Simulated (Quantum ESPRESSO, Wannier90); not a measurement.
# Tight-binding from DFT: CdHgSe2 (R3m)

```xyz
4
Lattice="-2.1813 3.7781 0.0000 -4.3626 0.0000 0.0000 -2.1813 1.2594 7.1166" Properties=species:S:1:pos:R:3 pbc="T T T"
Cd    -2.1813     1.2594    -3.5513
Hg     0.0000     0.0000    -0.0031
Se     0.0000     0.0000    -2.6858
Se     2.1813    -1.2594     0.9024
```

Cell from Materials Project (mp-1226733), symmetrised, no further relaxation. Not found in the COD (Crystallography Open Database) copy used; not checked further. Method: LDA plane waves in Quantum ESPRESSO 7.5 (PseudoDojo norm-conserving files, 82 Ry, no spin polarisation, no spin-orbit coupling), Bloch states on a 6×6×6 mesh through Γ, Wannier90 4.0.1. Density: 8×8×8 mesh, Gaussian smearing 0.01 Ry. Spin-orbit coupling is left out although heavy elements are present.

Energies are relative to the Fermi level.

**Bands.** No gap over 0.05 eV opens at the Fermi level at this level of theory. 7 filled groups are cut off by gaps; the highest, bands 26–30, spans -6.68 to -5.78 eV and is Hg 5d 91 %, Se 4p 6 %.

**Model.** 16 functions (Cd sp, Hg sp, Se sp) from bands 19-20,31-58, frozen to 1.50 eV, reach Ω_I = 29.56 Å² and follow pw.x to 3.4 meV rms (states up to 1.0 eV relative to the Fermi level). Bands 21–25 (Cd 4d 95 %), 26–30 (Hg 5d 91 %, Se 4p 6 %) lie between the kept ones and are excluded.

**Frozen window.** Edge, Ω_I and misfit go -1.5 eV, 29.25 Å², 30 meV; 0.5 eV, 29.40 Å², 5.1 meV; 1.5 eV, 29.56 Å², 3.4 meV; 3.5 eV, 31.63 Å², 3.5 meV. Ω_I never falls as the edge rises, since each frozen state takes freedom from the choice of the smoothest subspace. The edges under the compared range leave its upper states unfrozen, and their misfit is the largest.

**Outer window.** The setting "only the lowest 23 of the kept bands" raises Ω_I to 35.68 Å², as fewer states are left to mix in, and the misfit goes to 3.5 meV.

**Stops.** With the frozen window to 9.02 eV the program stops (More states in the frozen window than target WFs). With the outer window to 8.16 eV the program stops (Energy window contains fewer states than number of target WFs).
